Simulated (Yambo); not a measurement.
G0W0@PBEsol for Sr2H3I (space group P-3m1, No. 164) in Yambo. Reference settings: 3×3×2 Γ-centred k mesh, 214 bands and a 8 Ry block in the screening, 214 bands in G with the Bruneval-Gonze terminator, plasmon pole fitted at 27.2 eV. The PBEsol gap A → K on this mesh is 1.99 eV; G0W0 gaps are taken between the same points.

The settings were changed. The gap went from 3.72 eV to 3.63 eV, and the shift of the valence edge from -1.13 eV to -0.79 eV.

Task: Which change was made?
A) 43 bands in W, 43 bands in G, 3 Ry block
B) 43 bands in W, 43 bands in G, 5 Ry block
C) 74 bands in W, 74 bands in G, 6 Ry block
D) 43 bands in W, 43 bands in G, 2 Ry block

Result: C, 74 bands in W, 74 bands in G, 6 Ry block. The others gave (gap, valence shift): 43 bands in W, 43 bands in G, 2 Ry block: 3.56, -0.47 eV; 43 bands in W, 43 bands in G, 3 Ry block: 3.60, -0.47 eV; 43 bands in W, 43 bands in G, 5 Ry block: 3.64, -0.49 eV.

Spin-orbit coupling is not included.

Geometry of the Materials Project entry, not relaxed at this level; primitive cell a = 4.2427 Å, b = 4.2427 Å, c = 7.6828 Å, α = 90.00°, β = 90.00°, γ = 120.00°.

The structure is a Materials Project entry; no match was found in the copy of COD used, and its stability was not checked.

A shift is the quasiparticle energy of the state minus its PBEsol energy.
